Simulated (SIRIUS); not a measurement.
A self-consistent single point of Si₂Ni (Fm-3m, 12 atoms in the cell; from Materials Project mp-2291, changed as shown) with SIRIUS.

Computed with PBE, GBRV PBE ultrasoft pseudopotentials (plane waves; SIRIUS).

The change in words: lattice scaled by 1.02. Reference geometry (Fm-3m):
```yaml
crystal:
  lattice:
    - [5.34699, 0.00000, 0.00000]
    - [0.00000, 5.34699, 0.00000]
    - [0.00000, 0.00000, 5.34699]
  atoms:
    - { symbol: Si, position: [0.25000, 0.75000, 0.75000] }
    - { symbol: Si, position: [0.25000, 0.25000, 0.75000] }
    - { symbol: Si, position: [0.25000, 0.25000, 0.25000] }
    - { symbol: Si, position: [0.25000, 0.75000, 0.25000] }
    - { symbol: Si, position: [0.75000, 0.75000, 0.25000] }
    - { symbol: Si, position: [0.75000, 0.25000, 0.25000] }
    - { symbol: Si, position: [0.75000, 0.25000, 0.75000] }
    - { symbol: Si, position: [0.75000, 0.75000, 0.75000] }
    - { symbol: Ni, position: [0.00000, 0.00000, 0.00000] }
    - { symbol: Ni, position: [0.00000, 0.50000, 0.50000] }
    - { symbol: Ni, position: [0.50000, 0.00000, 0.50000] }
    - { symbol: Ni, position: [0.50000, 0.50000, 0.00000] }
```

Reference input (self-consistent single point, DFT, PBE, plane waves, GBRV PBE ultrasoft pseudopotentials): parameters.ngridk = 8 8 8; parameters.xc_functionals = [XC_GGA_X_PBE, XC_GGA_C_PBE]; parameters.gk_cutoff = 6.325 1/bohr; parameters.pw_cutoff = 14.143 1/bohr; parameters.smearing = fermi_dirac; parameters.smearing_width = 0.00367493 Ha; potentials = GBRV PBE ultrasoft pseudopotentials; parameters.electronic_structure_method = pseudopotential; parameters.num_bands = 62; parameters.num_mag_dims = 0; parameters.num_dft_iter = 100; parameters.energy_tol = 1e-07 Ha. This run's input differs from it in these lines:

```diff
@@ -32,7 +32,7 @@
     "lattice_vectors": [
-      [0.9999999694, 0.0, 0.0],
-      [0.0, 0.9999999694, 0.0],
-      [0.0, 0.0, 0.9999999694]
+      [1.0000000003, 0.0, 0.0],
+      [0.0, 1.0000000003, 0.0],
+      [0.0, 0.0, 1.0000000003]
     ],
-    "lattice_vectors_scale": 10.104347,
+    "lattice_vectors_scale": 10.306434,
     "atom_coordinate_units": "au",
@@ -45,10 +45,10 @@
       "Si": [
-        [2.5260866728, 7.5782600183, 7.5782600183],
-        [2.5260866728, 2.5260866728, 7.5782600183],
-        [2.5260866728, 2.5260866728, 2.5260866728],
-        [2.5260866728, 7.5782600183, 2.5260866728],
-        [7.5782600183, 7.5782600183, 2.5260866728],
-        [7.5782600183, 2.5260866728, 2.5260866728],
-        [7.5782600183, 2.5260866728, 7.5782600183],
-        [7.5782600183, 7.5782600183, 7.5782600183]
+        [2.5766085007, 7.7298255022, 7.7298255022],
+        [2.5766085007, 2.5766085007, 7.7298255022],
+        [2.5766085007, 2.5766085007, 2.5766085007],
+        [2.5766085007, 7.7298255022, 2.5766085007],
+        [7.7298255022, 7.7298255022, 2.5766085007],
+        [7.7298255022, 2.5766085007, 2.5766085007],
+        [7.7298255022, 2.5766085007, 7.7298255022],
+        [7.7298255022, 7.7298255022, 7.7298255022]
       ],
@@ -56,5 +56,5 @@
         [0.0, 0.0, 0.0],
-        [0.0, 5.0521733456, 5.0521733456],
-        [5.0521733456, 0.0, 5.0521733456],
-        [5.0521733456, 5.0521733456, 0.0]
+        [0.0, 5.1532170014, 5.1532170014],
+        [5.1532170014, 0.0, 5.1532170014],
+        [5.1532170014, 5.1532170014, 0.0]
       ]
```

Log, with long lists cut:

```
[find] density tolerance         : 1e-06
[find] total energy tolerance    : 1e-07
[find] iter_solver_tol (initial) : 0.01
[find] iter_solver_tol (target)  : 1e-13
[find] num_dft_iter              : 100
Charges and magnetic moments
--------------------------------------------------------------------------------
total charge          : 104.000000
[find] | SCF iteration   0 out of 100|
[diagonalize] iterative solver tolerance (occupied, empty): 0.01 0.01
[diagonalize] average number of iterations: 5.48571
[find] Charges and magnetic moments
[find] total charge          : 104.000000
[find] Energy
   [... lines left out ...]

[find] Charges and magnetic moments
[find] total charge          : 104.000000
[find] Energy
[find] smearing (-TS)                 :      -0.00475983
[find] Total energy                   :    -725.08170812 (Ha),   -1450.16341624 (Ry)
[find] Free energy (E-TS)             :    -725.08646795 (Ha),   -1450.17293591 (Ry)
[find] band gap (eV)                  :       0.00000000
[find] Efermi                         :       0.46618801
[find] iteration : 28, RMS (target) : 9.4954e-07 (1.0000e-06) , energy difference (target) : 1.3015e-09 (1.0000e-07)
[find] bands are converged : true
[find] iterative solver converged : false
[find] converged after 29 SCF iterations!
[find] Charges and magnetic moments
[find] total charge          : 104.000000
[find] Energy
[find] smearing (-TS)                 :      -0.00475983
[find] Total energy                   :    -725.08170812 (Ha),   -1450.16341624 (Ry)
[find] Free energy (E-TS)             :    -725.08646795 (Ha),   -1450.17293591 (Ry)
[find] band gap (eV)                  :       0.00000000
[find] Efermi                         :       0.46618801
[ground_state] === stress tensor components [kbar] ===
[ground_state] === stress_total ===
[ground_state]    23.993727   -0.000000    0.000000
[ground_state]    -0.000000   23.993727   -0.000000
[ground_state]     0.000000   -0.000000   23.993727
[ground_state] ==== total Forces in Ha/bohr =====
[ground_state] atom:    0, force:      -0.0000000     -0.0000000     -0.0000000
   [... zero for the other atoms too ...]
```

The run converged in 29 iterations. SIRIUS prints the stress tensor with tension positive. Against the reference run the free energy goes down by 19.7 meV/atom and the pressure goes from 7.04 to -2.40 GPa.

The run has no spin polarisation, so moments on Ni cannot form. The structure comes from a collection of computed structures, made at another level of theory; the collection holds predicted forms beside known ones. Its lattice was then scaled.

Cost on one core: very roughly 4 core-minutes.

The gap that the log prints is read on the run's mesh, which can miss the band edges or a crossing.
